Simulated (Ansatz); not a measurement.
**MnPt3 (Pm-3m): the held moment from field and pressure**

The source of the geometry is a structure as deposited in COD; atoms and cell stay fixed.

Settings: r²SCAN, 8×8×8 k mesh, Fermi–Dirac smearing of 0.08 eV. PAW means Ansatz 0.2.0 on its default frozen-core files. Site moments are integrated in spheres about the atoms.

The run was typed so:

```yaml
crystal:
  lattice:
    - [3.9, 0.0, 0.0]
    - [0.0, 3.9, 0.0]
    - [0.0, 0.0, 3.9]
  atoms:
    - { symbol: Mn, position: [0.0, 0.0, 0.0], spin: 4.0 }
    - { symbol: Pt, position: [0.0, 0.5, 0.5] }
    - { symbol: Pt, position: [0.5, 0.0, 0.5] }
    - { symbol: Pt, position: [0.5, 0.5, 0.0] }
magnetization:
  spin_polarized: true
kpoints:
  mp_grid: { grid: [8, 8, 8] }
scf:
  occupations: { method: fermi_dirac, width: 0.08 }
  lower_state_search: "off"
hamiltonian:
  xc: r2scan
  pseudopotentials: { kind: paw }
output:
  forces: true
  stress: true
  eigenvalues: true
  populations: true
  dos: { projected: true, de: 0.1, e_range: [-8, 5] }
  write_density: true
  write_potential: true
  elf: true
  volumetric_format: npy
```

Command: `ansatz run input.yaml --threads 2 --pin off --max-ram 6144MiB --backend cpu --events-out ev --progress --plain --runs-dir out`

The free run ends with 4.48 μB per cell. Further runs hold the cell's moment M by two Fermi levels; B is half their difference over μB, positive where the field raises M. Some of them:

```
M (μB/cell)   B (T)  ΔF over the free run (meV/cell)  pressure (GPa)
       1.48  -12868                           1590.2            -2.9
       4.93    1577                             19.2             2.3
       5.60    5462                            149.9             4.2
```

Q: Another run of the series gave B (T) = -1630, ΔF over the free run (meV/cell) = 20.2, pressure (GPa) = 1.3. Which moment was held?
A. 4.04
B. 6.73
C. 3.00

A: A. M (μB/cell) = 4.04.

Q: Another run of the series gave B (T) = 16079, ΔF over the free run (meV/cell) = 794.7, pressure (GPa) = 9.3. Which moment was held?
A. 4.04
B. 3.00
C. 6.73

A: C. M (μB/cell) = 6.73.

The whole series:

```tsv
M (μB/cell)	B (T)	ΔF over the free run (meV/cell)	pressure (GPa)
1.48	-12868	1590.2	-2.9
3.00	-10708	276.7	2.3
4.04	-1630	20.2	1.3
4.93	1577	19.2	2.3
5.60	5462	149.9	4.2
6.73	16079	794.7	9.3
```

The PAW files were made with PBE; the program remakes their cores once for the run's functional and then keeps them frozen. The Ansatz runs typed with the search for lower states off end where their start leads. Spin–orbit coupling is left out although heavy atoms are present. r²SCAN is known to give itinerant transition metals moments and polarisation energies that are too large. The magnetic state is the one that this cell and start allow. It needn't be the compound's measured order, which may need a larger cell or be absent.
